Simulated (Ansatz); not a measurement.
A generated cell, not matched to a known phase here, of Y₄SiPb₃: Pm-3m (No. 221), cP8; a = b = c = 6.2004 Å, α = β = γ = 90.00°; Si 1a (0.000, 0.000, 0.000); Pb 3c (0.000, 0.500, 0.500); Y 1b (0.500, 0.500, 0.500); Y 3d (0.000, 0.000, 0.500). Level of theory: PBE (plane waves to 420 eV, PAW, scalar-relativistic; Ansatz, a first-principles code). Element references, the lowest calculated here: Y (P6₃/mmc), Si (Fd-3m), Pb (Fm-3m).

Task: What formation energy of this Pm-3m form of Y4SiPb3 from the elements does PBE give?

Result: -0.34 eV/atom.

A lower structure of this composition may exist.

Static energies, no anion corrections, no zero-point energy. Values are rounded to 0.01 eV/atom. Not shown to be the ambient phase of their composition (a lower form may be missing, and a cell relaxed within its start's symmetry can be a saddle point): Y4SiPb3 (Pm-3m). Spin-orbit coupling is missing from these energies, which matters for elements this heavy. The compounds carry no spin polarisation.
